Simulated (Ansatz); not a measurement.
**BiAs: from a first guess to the relaxed wurtzite type**

First guess:

```xyz
4
Lattice="4.5559 0.0000 0.0000 -2.2779 3.9455 0.0000 0.0000 0.0000 7.4260" Properties=species:S:1:pos:R:3 pbc="T T T"
Bi    0.0000    2.6303    0.0000
Bi    2.2779    1.3152    3.7130
As    0.0000    2.6303    2.7922
As    2.2779    1.3152    6.5052
```

Theory: DFT, PBE, PAW with Ansatz's default frozen-core files, scalar-relativistic in Ansatz 0.2.0.

Cell and atoms relax within the symmetry of the start on a 10×10×6 k mesh with 0.05 eV Fermi–Dirac smearing.

The start is built from a prototype, known or not as a phase of this compound; the cutoff is 420 eV.

Spin–orbit coupling is left out, though it moves levels of the heavy atoms by tenths of an eV or more.

What is the pressure of the first guess?

6.06 GPa.

What does it relax to?

a = 5.035 Å, b = 5.035 Å, c = 6.498 Å, α = 90.00°, β = 90.00°, γ = 120.00° (conventional cell), 35.67 Å³ per atom:
```xyz
4
Lattice="5.0352 0.0000 0.0000 -2.5176 4.3606 0.0000 0.0000 0.0000 6.4977" Properties=species:S:1:pos:R:3 pbc="T T T"
Bi    0.0000    2.9071   -0.1778
Bi    2.5176    1.4535    3.0711
As    0.0000    2.9071    2.6209
As    2.5176    1.4535    5.8697
```

How much energy does the relaxation release?

113 meV/atom.
